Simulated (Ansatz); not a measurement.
Generalised stacking fault of SnTe (rock salt) on the {110} plane. The cell below holds the perfect crystal with the plane normal along z; tilting its third vector by the shift puts one fault into each cell, between planes 2.25 Å apart, at fixed cell height.

```yaml
crystal:
  lattice:
    - [4.50403, 0.00000, 0.00000]
    - [0.00000, 6.36965, 0.00000]
    - [2.25201, 3.18483, 6.75604]
  atoms:
    - { symbol: Te, position: [0.00000, 0.00000, 0.83333] }
    - { symbol: Te, position: [0.33333, 0.33333, 0.16667] }
    - { symbol: Te, position: [0.66667, 0.66667, 0.50000] }
    - { symbol: Sn, position: [0.00000, 0.50000, 0.83333] }
    - { symbol: Sn, position: [0.33333, 0.83333, 0.16667] }
    - { symbol: Sn, position: [0.66667, 0.16667, 0.50000] }
```

In-plane vectors a = (4.504, 0.000) Å, b = (0.000, 6.370) Å, area 28.69 Å². The shift is s times the vector a + b (length 7.801 Å), so s = 1 restores the start. The shift is rigid: no atom relaxes. γ = [E(shift) − E(0)] / area.

These are r2SCAN (plane waves to 500 eV, PAW, scalar-relativistic; Ansatz, a quantum-chemistry and plane-wave program) values and carry that method's errors. k mesh 9×9×9 (Γ-centred), Fermi-Dirac smearing 0.05 eV. E is the zero-smearing estimate. Stress and pressure are positive under compression. As the smearing reaches across the gap at some points, the k mesh leaves noise in γ, roughly 0.02 J/m² as judged from a few cases. Faults lie only 6.8 Å apart, and holding the cell height and the atoms raises γ above its relaxed value. SnTe was relaxed with its symmetry unable to fall. Spin-orbit coupling is left out, though Te is heavy. γ is measured from zero shift.

Estimate the γ (J/m²) and σ normal to the fault (GPa) for s = 0.250, 0.333, 0.417, 0.583, 0.667.


```json
[
 {"s": "0.250", "γ (J/m²)": "1.04", "σ normal to the fault (GPa)": "3.9"},
 {"s": "0.333", "γ (J/m²)": "1.63", "σ normal to the fault (GPa)": "10.9"},
 {"s": "0.417", "γ (J/m²)": "2.83", "σ normal to the fault (GPa)": "26.8"},
 {"s": "0.583", "γ (J/m²)": "2.83", "σ normal to the fault (GPa)": "26.8"},
 {"s": "0.667", "γ (J/m²)": "1.63", "σ normal to the fault (GPa)": "10.9"}
]
```

(The slope of γ gives the shear force per area between the displaced halves; near zero shift its curvature is an elastic stiffness.)
